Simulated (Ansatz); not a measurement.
Q: Mg3SnO (anti-perovskite, Pm-3m) is relaxed with plane-wave PAW r²SCAN (Ansatz code). What lattice parameters of the conventional cell result?

A: a = 4.348 Å.

Q: Is it a metal or does it have a gap at this level?

A: No gap at this level.

The start of the workflow was typed in or built on a structure type; neither database checked (COD, Materials Project) lists it. Its standing as an ambient phase is unchecked. Symmetry was held in the r²SCAN relaxation; its stability against distortions is not shown here. Scalar-relativistic: spin–orbit coupling is off unless named, which matters more the heavier the elements.

Potentials: the earlier of the program's two PAW sets.
